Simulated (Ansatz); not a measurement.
Density of states of a Al$_{13}$Ni$_{3}$ cell (elements on a bcc lattice, relaxed), per eV and atom, broadened by Gaussian smearing of width 0.1 eV and averaged over bins of 0.2 eV, from 8 eV under the Fermi level at most up to where the solved bands end.

These are results of DFT PBE, scalar-relativistic, plane waves, PAW (Ansatz), not measurements.

Settings: cutoff 420 eV, Γ-centred mesh 6×6×5 on the computed 16-atom cell, Gaussian smearing of 0.10 eV; no spin polarisation.

```
Al Ni
1.0
     5.63191    0.20190   -0.22101
     0.20190    5.63185   -0.22109
    -0.22101   -0.22109    7.61121
Al Ni
13 3
Direct
  0.02013 0.02081 0.99944
  0.50858 0.03614 0.98186
  0.03513 0.50899 0.98200
  0.22198 0.22333 0.30519
  0.52827 0.52898 0.97226
  0.54293 0.93119 0.51329
  0.70969 0.25889 0.27627
  0.93042 0.54412 0.51321
  0.25837 0.71101 0.27572
  0.25124 0.25223 0.70559
  0.76550 0.76633 0.22839
  0.76424 0.24595 0.72968
  0.24502 0.76507 0.72995
  0.98017 0.98088 0.49564
  0.47865 0.47987 0.51762
  0.77455 0.77532 0.77608
```

```csv
E − E_F (eV),total,Al 3p,Ni 3d,Al 3s,Ni 4s
-7.95,0.183,0.112,0.002,0.061,0.007
-7.75,0.230,0.140,0.003,0.079,0.007
-7.55,0.209,0.129,0.004,0.067,0.008
-7.35,0.226,0.140,0.004,0.071,0.009
-7.15,0.212,0.131,0.005,0.068,0.007
-6.95,0.214,0.133,0.006,0.066,0.008
-6.75,0.250,0.155,0.008,0.077,0.009
-6.55,0.217,0.133,0.008,0.068,0.007
-6.35,0.260,0.159,0.011,0.080,0.008
-6.15,0.300,0.184,0.014,0.090,0.010
-5.95,0.250,0.151,0.013,0.076,0.008
-5.75,0.325,0.197,0.019,0.095,0.012
-5.55,0.216,0.129,0.014,0.065,0.007
-5.35,0.248,0.147,0.020,0.072,0.007
-5.15,0.399,0.232,0.037,0.114,0.012
-4.95,0.274,0.157,0.030,0.077,0.007
-4.75,0.326,0.183,0.042,0.088,0.010
-4.55,0.334,0.188,0.047,0.084,0.011
-4.35,0.441,0.242,0.077,0.104,0.013
-4.15,0.360,0.189,0.076,0.081,0.009
-3.95,0.425,0.222,0.109,0.080,0.009
-3.75,0.469,0.240,0.139,0.077,0.009
-3.55,0.527,0.258,0.185,0.068,0.010
-3.35,0.547,0.235,0.237,0.060,0.009
-3.15,0.661,0.257,0.325,0.061,0.010
-2.95,0.828,0.272,0.475,0.060,0.011
-2.75,1.100,0.285,0.734,0.056,0.010
-2.55,1.038,0.243,0.729,0.043,0.009
-2.35,0.929,0.188,0.679,0.041,0.009
-2.15,1.361,0.221,1.051,0.057,0.012
-1.95,1.239,0.198,0.967,0.045,0.012
-1.75,0.992,0.195,0.727,0.043,0.013
-1.55,0.701,0.209,0.417,0.052,0.010
-1.35,0.556,0.206,0.275,0.055,0.008
-1.15,0.481,0.183,0.216,0.059,0.011
-0.95,0.502,0.202,0.206,0.066,0.014
-0.75,0.519,0.230,0.174,0.083,0.016
-0.55,0.410,0.186,0.121,0.076,0.012
-0.35,0.370,0.183,0.089,0.071,0.011
-0.15,0.433,0.219,0.090,0.091,0.013
0.05,0.355,0.179,0.065,0.078,0.014
0.25,0.429,0.218,0.072,0.101,0.014
0.45,0.429,0.213,0.069,0.107,0.015
0.65,0.402,0.197,0.060,0.103,0.016
0.85,0.337,0.174,0.046,0.082,0.013
1.05,0.364,0.186,0.044,0.088,0.017
```

The columns after the total are the largest Löwdin projections on the valence shells of the potentials, so they needn't add up, and the weight of a shell that a potential lacks goes to other orbitals. The cell has no gap on the mesh.

Spin polarisation was left out, and a magnetic state may lie lower.

Cost: 2 runs of about 14 core-minutes in all (earlier runs that led there not counted), on Arm Neoverse V2 (shared hosts).